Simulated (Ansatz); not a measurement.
La2O3:
```xyz
5
Lattice="3.9405 0.0000 0.0000 -1.9703 3.4126 0.0000 0.0000 0.0000 6.1880" Properties=species:S:1:pos:R:3 pbc="T T T"
La     1.9703     1.1375     4.6573
La     0.0000     2.2751     1.5307
O      1.9703     1.1375     2.1948
O      0.0000     2.2751     3.9932
O      0.0000     0.0000     0.0000
```

Relaxed with PBE. Special points in fractions of this cell's reciprocal vectors: Γ (0.000, 0.000, 0.000); M (0.500, 0.000, 0.000); K (0.333, 0.333, 0.000); A (0.000, 0.000, 0.500); L (0.500, 0.000, 0.500); H (0.333, 0.333, 0.500).

List the band energies nearest the valence-band maximum at these points for the program Ansatz at the PBE level (PAW).

In eV from the valence-band maximum; about four levels below and three above (degenerate sets whole), none deeper than 8.9 eV; points with the same levels are listed once.

```tsv
k	below	above
Γ	-1.61 -0.35 -0.35 -0.09	4.23 4.59 4.59
M	-0.71 -0.65 -0.39 -0.29	3.83 4.63 5.03
K	-0.79 -0.79 -0.77 -0.11	3.86 4.68 4.68
A	-0.97 -0.75 -0.26 -0.26	4.60 4.68 4.68
L	-0.95 -0.68 -0.35 0.00	4.33 4.55 4.94
H	-0.54 -0.27 -0.27 -0.23	4.21 4.78 4.82 4.82
```

Space group P-3m1 (La2O3 or Ni2Al3 type). The PBE relaxation kept the symmetry of its start. Spin–orbit coupling is left out wherever it is not named.

Potentials: the earlier of the program's two PAW sets.
